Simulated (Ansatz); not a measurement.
Computed with Ansatz, DFT PBE, scalar-relativistic, plane waves, PAW. Settings: cutoff 420 eV, Γ-centred meshes spaced at most about 0.3 Å⁻¹, and about 0.25 Å⁻¹ or finer for metals (2π included), Gaussian smearing. No spin polarisation in the final relaxations.

All energies are static (0 K, no zero-point motion).

Two forms of Ga4P were relaxed alike.

A.

Space group I4/mmm (No. 139). a = 5.058 Å, b = 5.058 Å, c = 7.757 Å, α = 90.00°, β = 90.00°, γ = 90.00°
| atom | site | symmetry | x | y | z |
| --- | --- | --- | --- | --- | --- |
| Ga | 4e | 4mm | 0.0000 | 0.0000 | 0.3196 |
| Ga | 4c | mmm. | 0.0000 | 0.5000 | 0.0000 |
| P | 2a | 4/mmm | 0.0000 | 0.0000 | 0.0000 |

B.

Space group P4/nbm:1 (No. 125). a = 5.837 Å, b = 5.837 Å, c = 5.576 Å, α = 90.00°, β = 90.00°, γ = 90.00°
```json
{"atom": "Ga", "site": "8m", "symmetry": "..m", "x": "0.6664", "y": "0.8336", "z": "0.2829"}
{"atom": "P", "site": "2a", "symmetry": "422", "x": "0.5000", "y": "0.5000", "z": "0.0000"}
```

Question: Which form is favoured at zero pressure, and by what margin per atom?

Answer: B is lower, by 90 meV/atom. A has space group I4/mmm (No. 139), 19.8 Å³/atom and no gap on its mesh; B has space group P4/nbm (No. 125), 19.0 Å³/atom and no gap. Counting Ga atoms around P (those within 1.25 times the shortest such distance or 1.15 times the sum of covalent radii, 1.27 where that leaves under three), A has P 6 and B has P 8. The denser one is the lower, and pressure would at first widen the difference. Even the lower one lies +0.03 eV/atom against the reference forms of the elements (uncorrected), so neither is stable at this level. In A, Ga on a site of symmetry 4mm is surrounded by 1 P at 2.48 Å and 5 Ga at 2.80–2.89 Å; Ga on a site of symmetry mmm has 2 P at 2.53 Å and 4 Ga at 2.89 Å; P has 6 Ga at 2.48–2.53 Å. In B, Ga is surrounded by 2 P at 2.69 Å, 2 Ga at 2.75–2.79 Å and 6 Ga at 3.08–3.10 Å; around P lie 8 Ga at 2.69 Å. Both come from invented guesses.

A magnetic state wasn't ruled out in cells without spin, among them I4/mmm. Cells relaxed within their symmetry can be saddle points.
